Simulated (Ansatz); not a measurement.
Molecular dynamics on a 1×1×1 supercell (4 atoms) of LuGaN₂ (ordering on rocksalt), relaxed with r2SCAN. Forces come from PBEsol in the PAW code Ansatz: a Langevin thermostat at fixed volume, 1300 K, steps of 3 fs. Computed, non-magnetic; the trajectory is short and the cell small, so nothing here is a converged average. The structure comes from a prototype and may be hypothetical.

```yaml
crystal:
  lattice:
    - [1.6090532517, 0.928987328, 5.0670006812]
    - [-1.6090532517, 0.928987328, 5.0670006812]
    - [0.0, -1.857974656, 5.0670006812]
  atoms:
    - { symbol: Ga, position: [1.0, 0.0, 0.0] }
    - { symbol: Lu, position: [0.5, 0.5, 0.5] }
    - { symbol: "N", position: [0.256382637, 0.256382637, 0.256382637] }
    - { symbol: "N", position: [0.743617363, 0.743617363, 0.743617363] }
kpoints:
  mp_grid: { grid: [6, 6, 6] }
hamiltonian:
  xc: pbesol
scf:
  occupations: { method: fermi_dirac, width: 0.112 }
md:
  ensemble: nvt_langevin
  temperature: 1300
  timestep: 3.0
  n_steps: 20
  initial_velocities: maxwell_boltzmann
  seed: 9118
```

Command: `ansatz run input.yaml --threads 4 --pin off --max-ram 3686MiB --backend cpu --events-out ev --progress --plain --runs-dir out`. Wall time 82 s on 4 threads of Arm Neoverse V1 (shared host), load about 0.5 per core; peak host memory 0.49 GiB.

```tsv
step	t (fs)	T (K)	free energy F from step 0 (meV/atom)	kinetic energy (meV/atom)	largest force (eV/Å)
0	0	975	0.0	126.0	0.10
1	3	801	2.4	103.6	0.30
2	6	945	9.2	122.1	0.56
3	9	777	18.2	100.4	0.87
4	12	536	26.1	69.3	1.15
5	15	460	32.8	59.4	1.37
6	18	582	39.4	75.2	1.59
7	21	510	44.3	65.9	1.77
8	24	632	46.9	81.7	1.89
9	27	608	48.6	78.6	1.99
10	30	859	50.7	111.1	2.07
11	33	636	53.3	82.2	2.14
12	36	347	56.4	44.9	2.21
13	39	345	59.0	44.6	2.24
14	42	317	60.7	41.0	2.20
15	45	388	63.1	50.1	2.13
16	48	550	61.3	71.0	2.00
17	51	644	55.3	83.2	1.79
18	54	548	51.1	70.8	1.58
19	57	526	48.0	68.0	1.45
20	60	851	45.0	110.0	1.34
```

The temperature starts at 975 K, is lowest at step 14 (317 K, 42 fs) and ends at 851 K. The thermostat hasn't had time to restore it. The atoms start on their lattice sites with kinetic energy alone, so much of it first passes into potential energy. The first value is 3/4 of the setting, since velocities are drawn without the motion of the centre of mass and T is counted over all atoms. By the last step the atoms have moved 0.11 Å in the root mean square, the drift of the whole cell taken out, 0.14 Å at most.

Positions (Å) and forces (eV/Å) at step 20:
```
Ga   1.572   1.058   5.103    -0.110  -0.719  -0.718
Lu  -0.175   0.005   7.553     0.551  -0.331   1.178
N   -0.032  -0.105   3.968    -0.388   0.894  -0.597
N   -0.089  -0.049  11.353    -0.054   0.156   0.137
```
